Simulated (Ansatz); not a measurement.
Starting cell, BP (zinc blende):

```
BP
1.0
    0.00000     2.26828     2.26828
    2.26828     0.00000     2.26828
    2.26828     2.26828     0.00000
P B
1 1
Direct
  0.75000   0.75000   0.75000
  0.00000   0.00000   0.00000
```

In each cell atom 1 (P, nearest neighbour B at 1.964 Å; its periodic images, 3.2 Å or more away, move with it) moves by s·(-0.577, -0.577, 0.577) (towards the nearest neighbour), the rest being held.

All values below come from r2SCAN (plane waves to 500 eV, PAW, scalar-relativistic; Ansatz, a quantum-chemistry and plane-wave program). k mesh 10×10×10 (Γ-centred), Fermi-Dirac smearing 0.05 eV. The energy includes the smearing's −TS. Left out: 1 of 11 points, with atoms too close for the PAW data. As the smearing reaches across the gap at some points, energies and forces of such displacements shift with the k mesh and the smearing. BP was relaxed with its symmetry unable to fall. The zero of ΔE is the undisplaced structure.

Successive frames, forces in eV/Å:

| frame | ΔE (meV/cell) | F on P1 | F on B2 |
|---|---|---|---|
| s = -0.354 Å | 748 | (-1.718, -1.718, 1.718) | (1.718, 1.718, -1.718) |
| s = -0.236 Å | 404 | (-1.599, -1.599, 1.599) | (1.599, 1.599, -1.599) |
| s = -0.118 Å | 120 | (-1.081, -1.081, 1.081) | (1.081, 1.081, -1.081) |
| s = 0.000 Å | 0 | (0.000, 0.000, 0.000) | (0.000, 0.000, 0.000) |

### Question
What are the energy and the forces in the next frame, s = 0.118 Å?

### Answer
ΔE (meV/cell) = 156.

```csv
atom,Fx,Fy,Fz
P1,1.624,1.624,-1.624
B2,-1.624,-1.624,1.624
```

(A displaced cell: forces are minus the slopes of the energy, force constants its curvatures, and phonons follow from these.)
